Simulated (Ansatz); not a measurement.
TaSi$_{2}$ (MoSi2 or CaC2 type, space group No. 139) at seven volumes, the program Ansatz at the PBEsol level (PAW), shape and atoms relaxed at each. One row is withheld.

| V (Å³/atom) | P (GPa) |
|---|---|
| 13.099 | ? |
| 13.531 | 13.52 |
| 13.963 | 6.22 |
| 14.394 | 0.00 |
| 14.826 | -5.30 |
| 15.258 | -9.81 |
| 15.690 | -13.63 |

Problem. Fit the shown pressures and predict the withheld one.

Solution. P = (3/2)B₀(x^(7/2) − x^(5/2))[1 + (3/4)(B′ − 4)(x − 1)] with x = (V₀/V)^(2/3). Least squares on the six rows gives V₀ = 14.394 Å³/atom, B₀ = 191 GPa, B′ = 4.38. At V = 13.099, x = 1.0649 and P = 22.15 GPa. The run itself gave 22.08 GPa.

Space group I4/mmm (MoSi2 or CaC2 type). A made-up cell: these elements were put on the sites of a structure type; neither database checked (COD, Materials Project) lists it. COD files the formula under space group No. 180, 181, so this cell is another polymorph or a model. Its standing as an ambient phase is unchecked. The PBEsol relaxation kept the symmetry of its start; of distortions, only those at the zone centre were tested. No spin polarisation was allowed. Scalar-relativistic: spin–orbit coupling is off unless named, which matters more the heavier the elements.

Potentials: the later of the program's two PAW sets.
